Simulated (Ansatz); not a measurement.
Input:

GaSb:
```
GaSb
1.0
    4.36674     0.00000     0.00000
   -2.18337     3.78171     0.00000
    0.00000     0.00000     9.49511
Ga Sb
3 3
Direct
  0.49990   0.00000   0.66667
  0.00000   0.49990   0.33333
  0.50010   0.50010   0.00000
  0.49994   0.00000   0.16667
  0.00000   0.49994   0.83333
  0.50006   0.50006   0.50000
```

This is the r²SCAN-relaxed structure.

**Question.** All from DFT-r²SCAN in the program Ansatz with PAW potentials, unless another level is named. Give the electronic character.

**Answer.** no gap, with almost no states at the Fermi level (zero-gap or semimetallic).

**Question.** Give the formation energy from the elements (no fitted shifts).

**Answer.** -0.065 eV/atom.

Space group P6_222. The start of the workflow was typed in or built on a structure type; neither database checked (COD, Materials Project) lists it. It is not the phase usual at ambient conditions (space group No. 216). The cell was relaxed with r²SCAN under the symmetry of its start; whether a distortion lowers the energy is not shown. A small band overlap can be real or an error of a semilocal functional. The references are the lowest solids computed at this level, not always the standard phases. Scalar-relativistic: spin–orbit coupling is off unless named, which matters more the heavier the elements.

Potentials: the later of the program's two PAW sets.
